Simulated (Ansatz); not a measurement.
How much do the gradients of Sb2Pt depend on the method?

Cell: a COD entry, its atoms then relaxed with PBE in this cell.

Space group Pa-3 (No. 205); a = 6.4200 Å.

```csv
site,Wyckoff,site symmetry,x,y,z
Sb,8c,.3.,0.3744,0.3744,0.3744
Pt,4a,.-3.,0.0000,0.0000,0.0000
```

One atom of each set is listed.

First run. Level of theory: DFT, PBE, plane waves and PAW, scalar-relativistic, 420 eV cutoff, Γ-centred 5×5×5 k-points, Fermi–Dirac smearing 0.05 eV (Ansatz 0.2.0).

```csv
site,V_zz (10²¹ V/m²),η
Sb,6.70,0.00
Pt,-7.09,0.00
```

Second run. The same atoms and settings, except that the functional is r2SCAN and the cutoff is 500 eV.

**Question.** What does the second run give?

**Answer.** 

```tsv
site	V_zz	η	change of V_zz
Sb	6.75	0.00	+0.05
Pt	-7.45	0.00	-0.36
```

The largest change of V_zz is on Pt, from -7.09 to -7.45. In per cent, |V_zz| changes by +1 on Sb, +5 on Pt (all sites that start above 2).

With no gap above 0.1 eV, as in a metal, the gradients converge slowly in k; expect changes of a tenth or more on a denser mesh. Spin–orbit coupling is left out, which shifts gradients on Pt by a few per cent in wide-gap crystals, and can shift them far more where the calculated gap is small or absent, as here.
For the first run: At this cell the PBE pressure is 7 GPa, so with PBE the cell would grow if it were relaxed. With these PAW files V_zz is typically within 2 to 3 % of all-electron values, but misses above 10 % occur on Sb.
For the second run: At this cell the principal stresses reach 5 GPa in size with r2SCAN, which can matter for small gradients. With these PAW files V_zz is typically within 2 to 3 % of all-electron values, but misses above 10 % occur on Pt, Sb.
